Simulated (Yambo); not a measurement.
A G0W0@PBEsol run in Yambo for Li4SrP2 (space group R-3m, No. 166) (4×4×4 Γ-centred k mesh, bands 5 to 128 and a 6 Ry block in the screening, 128 bands in G with the Bruneval-Gonze terminator, plasmon pole fitted at 27.2 eV) gives these matrix elements, in eV, at the band edges (Γ → F):

```tsv
state	E0	<Vxc>	<Σx>	<Σc(E0)>	Z
valence edge	0.000	-11.106	-13.240	1.263	0.767
conduction edge	0.896	-8.021	-4.255	-3.452	0.795
```

Problem. Solve the linearised quasiparticle equation for both states, give the gap, and say how exchange and correlation each act on it.

Solution. E = E0 + Z(Σx + Σc − Vxc). Valence: 0.000 + 0.767 × (-13.240 + (1.263) − (-11.106)) = -0.67 eV. Conduction: 0.896 + 0.795 × (-4.255 + (-3.452) − (-8.021)) = 1.15 eV. The gap is 1.81 eV, against 0.90 eV in PBEsol. Replacing Vxc by bare exchange alone would open it by 5.90 eV; correlation takes back 4.72 eV of that, and Z scales what is left. Convergence of the G0W0 settings was not tested. 

Geometry of the Materials Project entry, not relaxed at this level; primitive cell a = b = c = 8.2236 Å, α = β = γ = 30.12°.

The structure is a Materials Project entry; no match was found in the copy of COD used, and its stability was not checked.
